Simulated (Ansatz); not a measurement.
Ti3GeC2 in space group P6_3/mmc (No. 194; Ti on 4f, Ti on 2a, Ge on 2b, C on 4f), the program Ansatz at the r²SCAN level (PAW), all energies at zero smearing, with the estimated change up to a 700 eV cutoff added, with one set of potentials and settings (totals compare only within such a set). Cell of 12 atoms (6 Ti, 2 Ge, 4 C): -24650.248 eV.

```tsv
element	reference phase	E (eV/atom)
Ti	P6/mmm, 3 atoms in the cell	-2504.3896
Ge	Fd-3m, 2 atoms in the cell	-4302.9041
C	P6_3/mmc, 4 atoms in the cell	-251.6711
```

Formation energy per atom, worked out: (-24650.248 − 6×(-2504.3896) − 2×(-4302.9041) − 4×(-251.6711))/12 = -0.952 eV/atom (-92 kJ per mol of atoms), at 0 K, without zero-point energy or fitted corrections.

The first step of the workflow began from a Materials Project structure, measured or hypothetical; the Crystallography Open Database copy checked does not list it. Whether it is the stable phase at ambient conditions was not checked. Symmetry was held in the r²SCAN relaxation; its stability against distortions is not shown here. No spin polarisation was allowed. The references are the lowest solids computed at this level, not always the standard phases.

Potentials: the later of the program's two PAW sets.
